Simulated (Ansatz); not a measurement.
An Ansatz (a first-principles code) run. Input:

Ansatz 0.2 input:
```yaml
crystal:
  lattice:
    - [-1.8848846443, 1.8848846443, 4.7759104471]
    - [1.8848846443, -1.8848846443, 4.7759104471]
    - [1.8848846443, 1.8848846443, -4.7759104471]
  atoms:
    - { symbol: Ti, position: [0.5, 0.5, 0.0] }
    - { symbol: Ti, position: [0.25, 0.75, 0.5] }
    - { symbol: O, position: [0.2924739022, 0.2924739022, 0.0] }
    - { symbol: O, position: [0.0424739022, 0.5424739022, 0.5] }
    - { symbol: O, position: [0.4575260978, 0.9575260978, 0.5] }
    - { symbol: O, position: [0.7075260978, 0.7075260978, 0.0] }
kpoints:
  mp_grid: { grid: [9, 9, 9] }
basis: { xc_grid: 2 }
hamiltonian:
  xc: pbesol
  pseudopotentials: { kind: paw }
scf:
  occupations: { method: fixed }
output:
  optics: { e_range: [0.0, 15.0], de: 0.05, sigma: 0.1, bands: { spectra_wanted_up_to: 12 eV } }
```

Output (shortened):

```
basis.fft_grid_basis auto: the FFT boxes are laid along the combinations [[1, 0, 1], [0, 1, 1], [0, 0, 1]] of the cell's own vectors, 3.770, 3.770 and 5.469 Å …
output.optics: the spectra are integrated over the Brillouin zone by k·p interpolation around the k-points, where levels, occupations, output.optics.sigma and …
Pseudopotentials: kind: paw
Pseudopotential: Ti, paw, valence charge 12
Pseudopotential: O, paw, valence charge 6
Functional definition: PBEsol
Crystal: 6 atoms, lattice volume = 67.871 Å³
Basis set: ecut = 420 eV, 1315 PW (Γ), FFT grids on a1+a3, a2+a3, a3, exchange–correlation on 54×54×80 points (8 copies of the dense FFT grid, shifted against one another)
Bands: 30, of which v1, the nominal top of the filled ones, is band 24 counted from 1 (23 counted from 0)
Symmetry: 16 space group operations
Space group: I41/amd (ITA 141), of the structure as read, at distance tolerance 4.1e-5 Å
k-points: 75 of 729
PAW frozen core: Ti, regenerated for the run's functional, and the local potential with it
PAW frozen core: O, regenerated for the run's functional, and the local potential with it
Initial wavefunctions: pseudopotential atomic-orbital guess
Eigensolver: davidson
Functional: x = pbesol(κ = 0.804, μ = 0.12345679012345678), c = pbesol(β = 0.046)
SCF iter   1: F=—  HF=-7199.764392 eV  |F-HF|=—  |Δ(HF+E_count)|=         —  Δρ=1.61e-2  dr2=1.34e-1  ethr=1.77e-3  ⟨swp⟩=3.7  Hψ=8335  notcnv=0  defer=162
all-band conjugate gradients solve this SCF's bands
preconditioner: auto → none
SCF iter   2: F=—  HF=-7199.768357 eV  |F-HF|=—  |Δ(HF+E_count)|=   3.97e-3  Δρ=1.65e-2  dr2=1.81e-1  ethr=2.79e-4  ⟨swp⟩=2.0  Hψ=4199  notcnv=0  defer=286
SCF iter   3: F=—  HF=-7199.733268 eV  |F-HF|=—  |Δ(HF+E_count)|=   3.51e-2  Δρ=2.34e-3  dr2=2.16e-3  ethr=2.79e-4  ⟨swp⟩=2.0  Hψ=3219  notcnv=0  defer=270
SCF iter   4: F=—  HF=-7199.733202 eV  |F-HF|=—  |Δ(HF+E_count)|=   6.61e-5  Δρ=7.02e-4  dr2=9.95e-5  ethr=4.51e-6  ⟨swp⟩=2.0  Hψ=3545  notcnv=0  defer=299
SCF iter   5: F=—  HF=-7199.733318 eV  |F-HF|=—  |Δ(HF+E_count)|=   1.16e-4  Δρ=1.22e-4  dr2=1.02e-5  ethr=2.07e-7  ⟨swp⟩=2.2  Hψ=3341  notcnv=0  defer=134
SCF iter   6: F=—  HF=-7199.733316 eV  |F-HF|=—  |Δ(HF+E_count)|=   1.80e-6  Δρ=1.39e-5  dr2=4.32e-8  ethr=2.13e-8  ⟨swp⟩=2.5  Hψ=3664  notcnv=0  defer=123
SCF iter   7: F=—  HF=-7199.733316 eV  |F-HF|=—  |Δ(HF+E_count)|=   6.73e-8  Δρ=1.72e-6  dr2=9.78e-10  ethr=9.00e-11  ⟨swp⟩=2.3  Hψ=3898  notcnv=0  defer=123
SCF iter   8: F=—  HF=-7199.733316 eV  |F-HF|=—  |Δ(HF+E_count)|=  8.42e-10  Δρ=4.31e-7  dr2=1.02e-10  ethr=2.04e-12  ⟨swp⟩=2.0  Hψ=3327  notcnv=0  defer=123
SCF iter   9: F=-7199.733316 eV  HF=-7199.733316 eV  |F-HF|=9.09e-13  |Δ(HF+E_count)|=  4.55e-11  Δρ=5.31e-8  dr2=1.74e-12  ethr=1.00e-12  ⟨swp⟩=7.7  Hψ=8730  notcnv=0
SCF 1 converged in 9 iterations: F = -7199.733316 eV  dr2 = 1.74e-12
NSCF: frozen V_eff on 75 k-points
Optics k sum: 0 of 75 k-points
Optics k sum: 4 of 75 k-points
Optics k sum: 8 of 75 k-points
Optics k sum: 12 of 75 k-points
Optics k sum: 15 of 75 k-points
Optics k sum: 19 of 75 k-points
Optics k sum: 23 of 75 k-points
Optics k sum: 27 of 75 k-points
Optics k sum: 30 of 75 k-points
Optics k sum: 34 of 75 k-points
Optics k sum: 38 of 75 k-points
Optics k sum: 42 of 75 k-points
Optics k sum: 45 of 75 k-points
Optics k sum: 49 of 75 k-points
Optics k sum: 53 of 75 k-points
Optics k sum: 57 of 75 k-points
Optics k sum: 60 of 75 k-points
Optics k sum: 64 of 75 k-points
Optics k sum: 68 of 75 k-points
Optics k sum: 72 of 75 k-points
Optics k sum: 75 of 75 k-points
Optics k sum: 0 of 75 k-points
Optics k sum: 4 of 75 k-points
Optics k sum: 8 of 75 k-points
Optics k sum: 12 of 75 k-points
Optics k sum: 15 of 75 k-points
Optics k sum: 19 of 75 k-points
Optics k sum: 23 of 75 k-points
Optics k sum: 27 of 75 k-points
Optics k sum: 30 of 75 k-points
Optics k sum: 34 of 75 k-points
Optics k sum: 38 of 75 k-points
Optics k sum: 42 of 75 k-points
Optics k sum: 45 of 75 k-points
Optics k sum: 49 of 75 k-points
Optics k sum: 53 of 75 k-points
Optics k sum: 57 of 75 k-points
Optics k sum: 60 of 75 k-points
Optics k sum: 64 of 75 k-points
Optics k sum: 68 of 75 k-points
Optics k sum: 72 of 75 k-points
Optics k sum: 75 of 75 k-points
NSCF: frozen V_eff on 1 k-points
NSCF: frozen V_eff on 1 k-points
NSCF: frozen V_eff on 1 k-points
NSCF: frozen V_eff on 1 k-points
NSCF: frozen V_eff on 1 k-points
NSCF: frozen V_eff on 1 k-points
WARN: output.optics: on 3 of the rows wanted, those up to 12.000 eV, the energy-loss function is not bounded in the bands left out, and is left empty along …
SCF converged after 9 iterations
Free energy (F): -7199.733316 eV
Harris-Foulkes:  -7199.733316 eV  (|F-HF|=9.09e-13)
Internal energy: -7199.733316 eV  (E = F + TS)
E sigma→0 (E₀):  -7199.733316 eV
Fermi energy:    7.262283 eV
--- Per-component energies (eV) ---
  E_band       = -455.546956
  E_kinetic    = 1245.130008
  E_local      = -3561.266725  (includes V_loc(G=0)·N_el)
  E_nonlocal   = 200.328659
  E_hartree    = 1377.670986
  E_xc         = -486.981416
  E_vxc        = -619.857207  (∫ρ·V_xc dr)
  E_paw        = -2649.020857  (= ΣΔE_a)
  E_vpaw       = -475.233526  (= ΣTr[D̂ρ^β])
  E_aug_tail   = 0.009926  (compensation charges beyond the density's cutoff)
  E_ewald      = -3326.023816
  E_core_change = 0.419920  (= ΣΔE_core)
  E_smearing   =  0.000000  (= −TS)
  E_closure    =  0.000000  (closes the sum)
  Σ components = -7199.733316   (vs F -7199.733316, Δ=0.00e0)
  [band-id]    e_kinetic+e_local+e_nonlocal+2·e_hartree+e_vxc+e_vpaw+e_augmentation_tail = -455.546893   (vs E_band -455.546956, Δ=6.29e-5)
--- Band table (eV; the first three rows and the last of 75) ---
  k-point 0: bands = ["-48.7836", "-48.7205", "-25.3908", "-25.1439", "-25.1439", "-25.0701", "-25.0701", "-24.9766", "-10.3478", "-9.2971", "-9.1544", "-8.8045", "3.2531", "3.3876", "3.3876", "3.7622", "5.1547", "5.1547", "5.2311", "6.4786", "6.4881", "6.4881", "6.7876", "6.7876", "9.3698", "10.1212", "11.3214", "11.3214", "11.3410", "11.3410"]
  k-point 1: bands = ["-48.7812", "-48.7219", "-25.3894", "-25.1672", "-25.1519", "-25.0835", "-25.0702", "-24.9727", "-10.2252", "-9.2215", "-9.1018", "-8.7679", "3.1346", "3.2273", "3.2478", "3.7749", "4.9115", "5.2683", "5.3603", "6.2018", "6.2090", "6.2288", "6.5211", "6.9393", "9.8960", "10.1936", "10.8308", "11.1044", "11.1349", "11.2985"]
  k-point 2: bands = ["-48.7744", "-48.7261", "-25.3859", "-25.2211", "-25.1714", "-25.1174", "-25.0668", "-24.9712", "-9.8939", "-9.0385", "-8.9613", "-8.6774", "2.7051", "2.9597", "3.1414", "3.8975", "4.4508", "4.9310", "5.0656", "5.4947", "5.4960", "6.1632", "6.6748", "7.0166", "10.2297", "10.4214", "10.7642", "10.9321", "11.0114", "11.5253"]
  k-point 74: bands = ["-48.7528", "-48.7509", "-25.2227", "-25.1952", "-25.1672", "-25.1466", "-25.0456", "-25.0442", "-9.7359", "-9.6642", "-9.0765", "-9.0327", "3.1583", "3.4830", "3.5617", "3.6030", "4.9874", "5.1240", "5.7796", "5.9165", "5.9527", "6.2026", "6.9524", "6.9766", "9.8154", "9.9981", "10.9274", "11.0654", "11.1281", "11.6322"]
  band table: 30 of 30 bands, residual norms ≤ 1.0e-3 eV
```

Cost: very roughly 2.6 core-minutes on shared cores.

Space group I4_1/amd (anatase). The cell was relaxed with PBEsol under the symmetry of its start. No spin polarisation was allowed.

Potentials: the later of the program's two PAW sets.

Ansatz is a plane-wave DFT program.
